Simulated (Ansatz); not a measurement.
B₂Ru in space group Pmmn (No. 59; B on 4e, Ru on 2a) at seven volumes, plane-wave PAW r²SCAN (Ansatz code), shape and atoms relaxed at each. One row is withheld.

```
V (Å³/atom)  P (GPa)
-----------  -------
8.156              ?
8.425          20.63
8.694           9.51
8.963           0.01
9.232          -8.12
9.501         -15.03
9.769         -20.90
```

Fit the shown pressures and predict the withheld one.

P = (3/2)B₀(x^(7/2) − x^(5/2))[1 + (3/4)(B′ − 4)(x − 1)] with x = (V₀/V)^(2/3). Least squares on the six rows gives V₀ = 8.963 Å³/atom, B₀ = 292 GPa, B′ = 4.29. At V = 8.156, x = 1.0649 and P = 33.75 GPa. The run itself gave 33.65 GPa.

The workflow started from an entry of the Crystallography Open Database (COD). Whether it is the stable phase at ambient conditions was not checked. The r²SCAN relaxation kept the symmetry of its start; its stability against distortions is not shown here. The run is not spin-polarised.

Potentials: the later of the program's two PAW sets.
